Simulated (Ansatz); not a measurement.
Which element?

Cell vectors (Å):

```
3.5995 0.0000 0.0000
0.0000 3.5995 0.0000
0.0000 0.0000 3.5995
```

```tsv
atom	a	b	c
X	0.0000	0.0000	0.0000
Sc	0.5000	0.5000	0.5000
```

All numbers below come from r²SCAN, PAW on Ansatz 0.2.0's default frozen-core files (fitted under PBE), scalar-relativistic. k mesh 12×12×12, strains of ±0.008, Fermi-Dirac smearing of 0.100 eV.

Elastic constants of a crystal by Kohn-Sham DFT: slopes of the stress over finite engineering strains of the given cell, Voigt indices, Cartesian axes as in the cell vectors.

| index | elastic (GPa) |
| --- | --- |
| 11 | 68.8 |
| 12 | 43.2 |
| 44 | 58.9 |

Question: All X atoms are one element. Which one was computed?

Answer: Mg; the crystal is MgSc (Pm-3m, a database entry that needn't be its stable phase).

Caveats: frozen-core PAW files fitted under PBE, their cores solved anew for the functional of the run; responses of metals move with mesh and smearing.
